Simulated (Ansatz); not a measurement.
# Profile along the C–C line in C (diamond)

C (diamond)

```cif
data_C2
_chemical_formula_sum 'C2'
_space_group_name_H-M_alt 'P 1'
_space_group_IT_number 1
_cell_length_a 2.51750
_cell_length_b 2.51750
_cell_length_c 2.51750
_cell_angle_alpha 60.000
_cell_angle_beta 60.000
_cell_angle_gamma 60.000
loop_
_space_group_symop_operation_xyz
  'x, y, z'
loop_
_atom_site_label
_atom_site_type_symbol
_atom_site_fract_x
_atom_site_fract_y
_atom_site_fract_z
_atom_site_occupancy
C1 C 0.50000 0.50000 0.50000 1
C2 C 0.75000 0.75000 0.75000 1
```

Fields along a shortest C–C line of a {110} plane (1.54 Å), from C to C, interpolated on the slice's grid (step about 0.1 Å). All values below come from r2SCAN (plane waves to 500 eV, PAW, scalar-relativistic; Ansatz, a first-principles code). k mesh 16×16×16. Inside the PAW spheres the values are not all-electron values, and peaks at nuclei hang on which shells count as valence. C was relaxed with its symmetry unable to fall.

```json
[
 {"distance from C (Å)": "0.00", "valence electron density (e/Å³)": "1.70", "electron localisation function": "x", "density of the highest valence band (e/Å³)": "0.016", "density of the lowest conduction band (e/Å³)": "0.183"},
 {"distance from C (Å)": "0.08", "valence electron density (e/Å³)": "1.72", "electron localisation function": "x", "density of the highest valence band (e/Å³)": "0.047", "density of the lowest conduction band (e/Å³)": "0.200"},
 {"distance from C (Å)": "0.15", "valence electron density (e/Å³)": "1.77", "electron localisation function": "x", "density of the highest valence band (e/Å³)": "0.128", "density of the lowest conduction band (e/Å³)": "0.238"},
 {"distance from C (Å)": "0.23", "valence electron density (e/Å³)": "1.85", "electron localisation function": "x", "density of the highest valence band (e/Å³)": "0.236", "density of the lowest conduction band (e/Å³)": "0.272"},
 {"distance from C (Å)": "0.31", "valence electron density (e/Å³)": "1.90", "electron localisation function": "0.37", "density of the highest valence band (e/Å³)": "0.341", "density of the lowest conduction band (e/Å³)": "0.282"},
 {"distance from C (Å)": "0.39", "valence electron density (e/Å³)": "1.91", "electron localisation function": "0.62", "density of the highest valence band (e/Å³)": "0.421", "density of the lowest conduction band (e/Å³)": "0.263"},
 {"distance from C (Å)": "0.46", "valence electron density (e/Å³)": "1.87", "electron localisation function": "0.79", "density of the highest valence band (e/Å³)": "0.465", "density of the lowest conduction band (e/Å³)": "0.218"},
 {"distance from C (Å)": "0.54", "valence electron density (e/Å³)": "1.81", "electron localisation function": "0.88", "density of the highest valence band (e/Å³)": "0.478", "density of the lowest conduction band (e/Å³)": "0.163"},
 {"distance from C (Å)": "0.62", "valence electron density (e/Å³)": "1.73", "electron localisation function": "0.92", "density of the highest valence band (e/Å³)": "0.474", "density of the lowest conduction band (e/Å³)": "0.113"},
 {"distance from C (Å)": "0.69", "valence electron density (e/Å³)": "1.68", "electron localisation function": "0.94", "density of the highest valence band (e/Å³)": "0.465", "density of the lowest conduction band (e/Å³)": "0.078"},
 {"distance from C (Å)": "0.77", "valence electron density (e/Å³)": "1.66", "electron localisation function": "0.95", "density of the highest valence band (e/Å³)": "0.460", "density of the lowest conduction band (e/Å³)": "0.068"},
 {"distance from C (Å)": "0.85", "valence electron density (e/Å³)": "1.68", "electron localisation function": "0.94", "density of the highest valence band (e/Å³)": "0.465", "density of the lowest conduction band (e/Å³)": "0.079"},
 {"distance from C (Å)": "0.92", "valence electron density (e/Å³)": "1.73", "electron localisation function": "0.92", "density of the highest valence band (e/Å³)": "0.474", "density of the lowest conduction band (e/Å³)": "0.113"},
 {"distance from C (Å)": "1.00", "valence electron density (e/Å³)": "1.81", "electron localisation function": "0.88", "density of the highest valence band (e/Å³)": "0.476", "density of the lowest conduction band (e/Å³)": "0.163"},
 {"distance from C (Å)": "1.08", "valence electron density (e/Å³)": "1.87", "electron localisation function": "0.79", "density of the highest valence band (e/Å³)": "0.465", "density of the lowest conduction band (e/Å³)": "0.218"},
 {"distance from C (Å)": "1.16", "valence electron density (e/Å³)": "1.91", "electron localisation function": "0.61", "density of the highest valence band (e/Å³)": "0.421", "density of the lowest conduction band (e/Å³)": "0.262"},
 {"distance from C (Å)": "1.23", "valence electron density (e/Å³)": "1.90", "electron localisation function": "0.37", "density of the highest valence band (e/Å³)": "0.341", "density of the lowest conduction band (e/Å³)": "0.283"},
 {"distance from C (Å)": "1.31", "valence electron density (e/Å³)": "1.85", "electron localisation function": "x", "density of the highest valence band (e/Å³)": "0.236", "density of the lowest conduction band (e/Å³)": "0.272"},
 {"distance from C (Å)": "1.39", "valence electron density (e/Å³)": "1.77", "electron localisation function": "x", "density of the highest valence band (e/Å³)": "0.128", "density of the lowest conduction band (e/Å³)": "0.238"},
 {"distance from C (Å)": "1.46", "valence electron density (e/Å³)": "1.72", "electron localisation function": "x", "density of the highest valence band (e/Å³)": "0.047", "density of the lowest conduction band (e/Å³)": "0.200"},
 {"distance from C (Å)": "1.54", "valence electron density (e/Å³)": "1.70", "electron localisation function": "x", "density of the highest valence band (e/Å³)": "0.032", "density of the lowest conduction band (e/Å³)": "0.192"}
]
```

x: too close to a nucleus for the ELF to mean much. Band densities are of whole bands, smooth part only.

Density on the C–C line (1.54 Å) at its midpoint: 1.66 e/Å³. ELF at that point: 0.9. ELF maximum in the middle third of the C–C line: 0.95, 0.8 Å from C.
